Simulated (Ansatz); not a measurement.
# HfO2: computed property card

HfO$_{2}$:
```
HfO2
1.0
    5.24671     0.00000     0.00000
    0.00000     5.03029     0.00000
    0.00000     0.00000     5.05928
Hf O
4 8
Direct
  0.03257   0.26704   0.24859
  0.96743   0.73296   0.74859
  0.53257   0.73296   0.24859
  0.46743   0.26704   0.74859
  0.36703   0.07004   0.10897
  0.63297   0.92996   0.60897
  0.86703   0.92996   0.10897
  0.13297   0.07004   0.60897
  0.23216   0.53890   0.99844
  0.76784   0.46110   0.49844
  0.73216   0.46110   0.99844
  0.26784   0.53890   0.49844
```

Space group Pca2_1 (No. 29); conventional cell a = 5.2467 Å, b = 5.0303 Å, c = 5.0593 Å, α = β = γ = 90.00°.

Method: r²SCAN in the plane-wave PAW code Ansatz. Geometry: relaxed at this level of theory. Other levels are named where they apply.

**Cell and energy**

- Volume per atom: 11.13 Å³
- Density: 10.47 g/cm³
- Formation energy from the elements (no fitted shifts): -3.75 eV/atom

**Electronic structure**

* **Band gap**: 4.94 eV (indirect)
* **Valence-band maximum**: at Γ
* **Conduction-band minimum**: off the standard path, at k = (0.266, -0.500, 0.359) in fractions of the reciprocal vectors
* **Smallest direct gap on the standard path**: 5.16 eV
* **Electron effective mass**: 1.3, 1.9, 4.7 mₑ (principal values)
* **Hole effective mass**: 1.0, 2.0, 24 mₑ (principal values)
* **HSE06 gap on the r²SCAN cell**: 6.08 eV
* **Gap with spin–orbit coupling**: 4.89 eV

Symmetry was held in the r²SCAN relaxation. No spin polarisation was allowed. The references are the lowest solids computed at this level, not always the standard phases (solids in place of the gases). Scalar-relativistic: spin–orbit coupling is off unless named, which matters more the heavier the elements.

Potentials: the later of the program's two PAW sets.
